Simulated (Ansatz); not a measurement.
Hg$_{2}$SeS:
```xyz
4
Lattice="4.1954 0.0000 0.0000 0.0000 4.1954 0.0000 0.0000 0.0000 5.9441" Properties=species:S:1:pos:R:3 pbc="T T T"
Hg     2.0977     0.0000     4.5342
Hg     0.0000     2.0977     1.4099
Se     0.0000     0.0000     2.9721
S      2.0977     2.0977     0.0000
```

Relaxed with LDA. Special points in fractions of this cell's reciprocal vectors: Γ (0.000, 0.000, 0.000); X (0.000, 0.500, 0.000); M (0.500, 0.500, 0.000); Z (0.000, 0.000, 0.500); R (0.000, 0.500, 0.500); A (0.500, 0.500, 0.500).

**Question.** List the band energies nearest the Fermi level at these points for LDA in the plane-wave PAW code Ansatz.

**Answer.** In eV from the Fermi level; about four levels below and three above (degenerate sets whole), none deeper than 8.9 eV; points with the same levels are listed once.

| k | below | above |
|---|---|---|
| Γ | -0.94 -0.05 -0.02 -0.02 | 2.85 2.94 5.57 5.57 |
| X | -2.57 -2.50 -1.27 -0.81 | 2.42 2.59 5.34 |
| M | -2.67 -2.44 -2.44 -2.23 | 2.70 2.85 2.85 |
| Z | -1.57 -1.57 -1.10 -1.10 | 2.14 2.27 3.52 |
| R | -1.28 -1.10 -1.02 -0.81 | 1.06 1.23 6.17 |
| A | -3.06 -2.86 -2.50 -2.50 | 3.60 3.60 4.89 |

Space group P-4m2. The workflow started from a Materials Project entry (that database holds measured and hypothetical structures alike); the Crystallography Open Database copy checked does not list it. Whether it is the stable phase at ambient conditions was not checked. Symmetry was held in the LDA relaxation; of distortions, only those at the zone centre were tested. The Fermi level of a semimetal is unsure by some 0.05 eV on such meshes. Scalar-relativistic: spin–orbit coupling is off unless named, which matters more the heavier the elements.

Potentials: the later of the program's two PAW sets.
